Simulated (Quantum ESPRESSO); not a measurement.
## BSi2O5F (finding a planted mistake in a log)

Simulated, not a measurement. The program is pw.x of Quantum ESPRESSO 7.5 (plane-wave density functional theory). The cell is made up: 9 atoms on a quartz lattice, with randomly drawn elements, strain and displacements, not relaxed. PseudoDojo standard norm-conserving files (v0.5 for PBE, v0.4.1 for LDA and PBEsol) set the functional; there is no spin polarisation, spin-orbit coupling or dispersion term, and the masses in the input are unused placeholders.

Intended input:

```
&control calculation='scf', pseudo_dir='./dojo.nc.sr.pbe.v0_5.standard.upf', outdir='./o', disk_io='low', tprnfor=.true., tstress=.true. /
&system ibrav=0, nat=9, ntyp=4, nbnd=30, ecutwfc=84.00895049, nosym=.true., tot_charge=0,
 occupations='smearing', smearing='fd', degauss=0.0018374661
/
&electrons conv_thr=7.350e-09, electron_maxstep=60, /
ATOMIC_SPECIES
B 1.0 B.upf
F 1.0 F.upf
O 1.0 O.upf
Si 1.0 Si.upf
CELL_PARAMETERS angstrom
5.1409 0.0202 -0.0406
-2.553 4.3095 -0.0073
-0.0446 -0.035 5.6504
ATOMIC_POSITIONS angstrom
B 2.268 0.0355 3.7269
Si -1.0702 1.9146 1.7905
Si 1.4251 2.4558 -0.0683
O 1.254 1.0845 4.6158
O 3.6012 0.6935 2.4777
F 2.9641 2.4202 0.6018
O 0.1315 1.6448 0.9651
O -1.1808 3.1262 3.0908
O 0.9744 3.563 4.7681
K_POINTS automatic
5 5 4 1 1 1
```

The log is shortened where brackets say so; the opening notice, blank lines, dates and the lines on written files are dropped, and the path of the files is cut. It prints rydbergs, bohrs and kilobars, and counts compression as positive stress. Where no state is partly filled, the Fermi energy that it prints is only some level between the filled and the empty states on the mesh, and need not lie in the true gap.

Log of the intended run:

```
     Program PWSCF v.7.5
     Parallel version (MPI & OpenMP), running on       4 processor cores
     Number of MPI processes:                 4
     Threads/MPI process:                     1
     [start-up lines left out]
     bravais-lattice index     =            0
     lattice parameter (alat)  =       9.7153  a.u.
     unit-cell volume          =     846.6570 (a.u.)^3
     number of atoms/cell      =            9
     number of atomic types    =            4
     number of electrons       =        48.00
     number of Kohn-Sham states=           30
     kinetic-energy cutoff     =      84.0090  Ry
     charge density cutoff     =     336.0358  Ry
     scf convergence threshold =      7.3E-09
     mixing beta               =       0.7000
     number of iterations used =            8  plain     mixing
     Exchange-correlation= PBE
                           (   1   4   3   4   0   0   0)
     [axes and pseudopotential details left out]
   Cartesian axes
     site n.     atom                  positions (alat units)
         1        B      tau(   1) = (   0.4411507   0.0069051   0.7249227  )
         2        Si     tau(   2) = (  -0.2081656   0.3724106   0.3482718  )
         3        Si     tau(   3) = (   0.2771975   0.4776799  -0.0132851  )
         4        O      tau(   4) = (   0.2439167   0.2109471   0.8978234  )
         5        O      tau(   5) = (   0.7004727   0.1348933   0.4819397  )
         6        F      tau(   6) = (   0.5765498   0.4707553   0.1170567  )
         7        O      tau(   7) = (   0.0255782   0.3199315   0.1877225  )
         8        O      tau(   8) = (  -0.2296785   0.6080800   0.6011943  )
         9        O      tau(   9) = (   0.1895314   0.6930423   0.9274474  )
     number of k points=    50  Fermi-Dirac smearing, width (Ry)=  0.0018
                       cart. coord. in units 2pi/alat
        k(    1) = (   0.1002143   0.1788609   0.1156320), wk =   0.0400000
        k(    2) = (   0.1020052   0.1803072   0.3431213), wk =   0.0400000
     [further k points left out]
     Dense  grid:    88097 G-vectors     FFT dimensions: (  60,  60,  64)
     Estimated max dynamical RAM per process >     177.83 MB
     Estimated total dynamical RAM >     646.79 MB
     Initial potential from superposition of free atoms
     starting charge      47.9985, renormalised to      48.0000
     Starting wfcs are   36 randomized atomic wfcs
     total cpu time spent up to now is        2.3 secs
     per-process dynamical memory:   135.4 Mb
     Self-consistent Calculation
     iteration #  1     ecut=    84.01 Ry     beta= 0.70
     Davidson diagonalization with overlap
     ethr =  1.00E-02,  avg # of iterations =  2.4
     total cpu time spent up to now is        5.6 secs
     total energy              =    -236.60855587 Ry
     estimated scf accuracy    <       2.45998198 Ry
     iteration #  2     ecut=    84.01 Ry     beta= 0.70
     Davidson diagonalization with overlap
     ethr =  5.12E-03,  avg # of iterations =  2.0
     total cpu time spent up to now is        8.6 secs
     total energy              =    -237.15105158 Ry
     estimated scf accuracy    <       2.85795886 Ry
     [iterations 3 to 10 left out]
     iteration # 11     ecut=    84.01 Ry     beta= 0.70
     Davidson diagonalization with overlap
     ethr =  4.51E-10,  avg # of iterations =  2.0
     total cpu time spent up to now is       36.4 secs
     total energy              =    -237.69642882 Ry
     estimated scf accuracy    <          7.8E-09 Ry
     iteration # 12     ecut=    84.01 Ry     beta= 0.70
     Davidson diagonalization with overlap
     ethr =  1.63E-11,  avg # of iterations =  3.3
     total cpu time spent up to now is       39.5 secs
     End of self-consistent calculation
     [lines on levels left out]
     the Fermi energy is     3.7742 ev
!    total energy              =    -237.69642882 Ry
     estimated scf accuracy    <          4.2E-09 Ry
     smearing contrib. (-TS)   =       0.00000000 Ry
     internal energy E=F+TS    =    -237.69642882 Ry
     The total energy is F=E-TS. E is the sum of the following terms:
     one-electron contribution =    -126.82204586 Ry
     hartree contribution      =      86.90223047 Ry
     xc contribution           =     -61.56466759 Ry
     ewald contribution        =    -136.21194584 Ry
     convergence has been achieved in  12 iterations
     Forces acting on atoms (cartesian axes, Ry/au):
     atom    1 type  1   force =    -0.04369426   -0.04959492    0.00676838
     atom    2 type  4   force =    -0.06138974    0.15396162    0.27997804
     atom    3 type  4   force =    -0.11384833   -0.30187643    0.02914584
     atom    4 type  3   force =     0.17234102   -0.12500739   -0.10061233
     atom    5 type  3   force =    -0.15977012   -0.16408664    0.10953277
     atom    6 type  2   force =    -0.04943041    0.04902740   -0.03161496
     atom    7 type  3   force =     0.26998834    0.06773196   -0.14013932
     atom    8 type  3   force =     0.10979253    0.10264819   -0.02188579
     atom    9 type  3   force =    -0.12398903    0.26719621   -0.13117264
     Total force =     0.751748     Total SCF correction =     0.000105
     Computing stress (Cartesian axis) and pressure
          total   stress  (Ry/bohr**3)                   (kbar)     P=      -60.29
  -0.00041083  -0.00037747   0.00010501          -60.44      -55.53       15.45
  -0.00037747  -0.00031310  -0.00084103          -55.53      -46.06     -123.72
   0.00010501  -0.00084103  -0.00050568           15.45     -123.72      -74.39
     init_run     :      2.18s CPU      2.27s WALL (       1 calls)
     electrons    :     37.02s CPU     37.17s WALL (       1 calls)
     forces       :      0.61s CPU      0.61s WALL (       1 calls)
     stress       :      1.98s CPU      1.98s WALL (       1 calls)
     [timing details left out]
     PWSCF        :     41.86s CPU     42.12s WALL
     JOB DONE.
```

A second run was made from an input with one planted mistake. Its log:

```
     Program PWSCF v.7.5
     Parallel version (MPI & OpenMP), running on       4 processor cores
     Number of MPI processes:                 4
     Threads/MPI process:                     1
     [start-up lines left out]
     bravais-lattice index     =            0
     lattice parameter (alat)  =       9.7153  a.u.
     unit-cell volume          =     846.6570 (a.u.)^3
     number of atoms/cell      =            9
     number of atomic types    =            4
     number of electrons       =        48.00
     number of Kohn-Sham states=           30
     kinetic-energy cutoff     =      56.3000  Ry
     charge density cutoff     =     225.1998  Ry
     scf convergence threshold =      7.3E-09
     mixing beta               =       0.7000
     number of iterations used =            8  plain     mixing
     Exchange-correlation= PBE
                           (   1   4   3   4   0   0   0)
     [axes and pseudopotential details left out]
   Cartesian axes
     site n.     atom                  positions (alat units)
         1        B      tau(   1) = (   0.4411507   0.0069051   0.7249227  )
         2        Si     tau(   2) = (  -0.2081656   0.3724106   0.3482718  )
         3        Si     tau(   3) = (   0.2771975   0.4776799  -0.0132851  )
         4        O      tau(   4) = (   0.2439167   0.2109471   0.8978234  )
         5        O      tau(   5) = (   0.7004727   0.1348933   0.4819397  )
         6        F      tau(   6) = (   0.5765498   0.4707553   0.1170567  )
         7        O      tau(   7) = (   0.0255782   0.3199315   0.1877225  )
         8        O      tau(   8) = (  -0.2296785   0.6080800   0.6011943  )
         9        O      tau(   9) = (   0.1895314   0.6930423   0.9274474  )
     number of k points=    50  Fermi-Dirac smearing, width (Ry)=  0.0018
                       cart. coord. in units 2pi/alat
        k(    1) = (   0.1002143   0.1788609   0.1156320), wk =   0.0400000
        k(    2) = (   0.1020052   0.1803072   0.3431213), wk =   0.0400000
     [further k points left out]
     Dense  grid:    48311 G-vectors     FFT dimensions: (  48,  45,  54)
     Estimated max dynamical RAM per process >      98.57 MB
     Estimated total dynamical RAM >     358.90 MB
     Check: negative core charge=   -0.000052
     Initial potential from superposition of free atoms
     starting charge      47.9985, renormalised to      48.0000
     Starting wfcs are   36 randomized atomic wfcs
     total cpu time spent up to now is        1.4 secs
     per-process dynamical memory:    79.1 Mb
     Self-consistent Calculation
     iteration #  1     ecut=    56.30 Ry     beta= 0.70
     Davidson diagonalization with overlap
     ethr =  1.00E-02,  avg # of iterations =  2.4
     total cpu time spent up to now is        3.3 secs
     total energy              =    -236.54491351 Ry
     estimated scf accuracy    <       2.37336586 Ry
     iteration #  2     ecut=    56.30 Ry     beta= 0.70
     Davidson diagonalization with overlap
     ethr =  4.94E-03,  avg # of iterations =  2.0
     total cpu time spent up to now is        5.0 secs
     total energy              =    -237.06634123 Ry
     estimated scf accuracy    <       2.70786511 Ry
     [iterations 3 to 9 left out]
     iteration # 10     ecut=    56.30 Ry     beta= 0.70
     Davidson diagonalization with overlap
     ethr =  1.64E-09,  avg # of iterations =  2.0
     total cpu time spent up to now is       19.5 secs
     total energy              =    -237.58537752 Ry
     estimated scf accuracy    <       0.00000019 Ry
     iteration # 11     ecut=    56.30 Ry     beta= 0.70
     Davidson diagonalization with overlap
     ethr =  4.06E-10,  avg # of iterations =  2.0
     total cpu time spent up to now is       21.2 secs
     End of self-consistent calculation
     [lines on levels left out]
     the Fermi energy is     3.7575 ev
!    total energy              =    -237.58537756 Ry
     estimated scf accuracy    <          6.8E-09 Ry
     smearing contrib. (-TS)   =       0.00000000 Ry
     internal energy E=F+TS    =    -237.58537756 Ry
     The total energy is F=E-TS. E is the sum of the following terms:
     one-electron contribution =    -126.59060780 Ry
     hartree contribution      =      86.73515531 Ry
     xc contribution           =     -61.51797920 Ry
     ewald contribution        =    -136.21194587 Ry
     convergence has been achieved in  11 iterations
     Forces acting on atoms (cartesian axes, Ry/au):
     atom    1 type  1   force =    -0.04219123   -0.04939537    0.00607530
     atom    2 type  4   force =    -0.06155947    0.15446633    0.27994074
     atom    3 type  4   force =    -0.11360649   -0.30187309    0.02961227
     atom    4 type  3   force =     0.17139780   -0.12461089   -0.10023336
     atom    5 type  3   force =    -0.16033655   -0.16377497    0.10989896
     atom    6 type  2   force =    -0.04997983    0.04859195   -0.03190770
     atom    7 type  3   force =     0.27001389    0.06701750   -0.14005894
     atom    8 type  3   force =     0.10963388    0.10183494   -0.02187751
     atom    9 type  3   force =    -0.12337200    0.26774361   -0.13144977
     Total force =     0.751459     Total SCF correction =     0.000224
     Computing stress (Cartesian axis) and pressure
          total   stress  (Ry/bohr**3)                   (kbar)     P=     -183.17
  -0.00123045  -0.00038027   0.00010852         -181.01      -55.94       15.96
  -0.00038027  -0.00115995  -0.00084043          -55.94     -170.63     -123.63
   0.00010852  -0.00084043  -0.00134513           15.96     -123.63     -197.87
     init_run     :      1.31s CPU      1.35s WALL (       1 calls)
     electrons    :     19.68s CPU     19.76s WALL (       1 calls)
     forces       :      0.33s CPU      0.34s WALL (       1 calls)
     stress       :      1.09s CPU      1.09s WALL (       1 calls)
     [timing details left out]
     PWSCF        :     22.47s CPU     22.62s WALL
     JOB DONE.
```

Question: what was wrong in the second input?

Answer: the plane-wave cutoff is too low. The input lines that differ, file-writing options aside:

```
- &system ibrav=0, nat=9, ntyp=4, nbnd=30, ecutwfc=84.00895049, nosym=.true., tot_charge=0,
+ &system ibrav=0, nat=9, ntyp=4, nbnd=30, ecutwfc=56.29996157, nosym=.true., tot_charge=0,
```

|  | intended run | run with the mistake |
| --- | --- | --- |
| free energy (eV) | -3234.025 | -3232.514 |
| smearing term -TS (eV) | 0.0000 | 0.0000 |
| pressure (GPa) | -6.03 | -18.32 |
| largest force component (eV/Å) | 7.762 | 7.761 |
| largest change of a force component (eV/Å) |  | 0.039 |
| iterations | 12 | 11 |

For scale, a rerun of the intended cell at a cutoff of 1437 eV and k mesh 7 x 7 x 6 moved values by no more than 0.002 eV in energy, 0.03 GPa in stress and 0.002 eV/Å in force.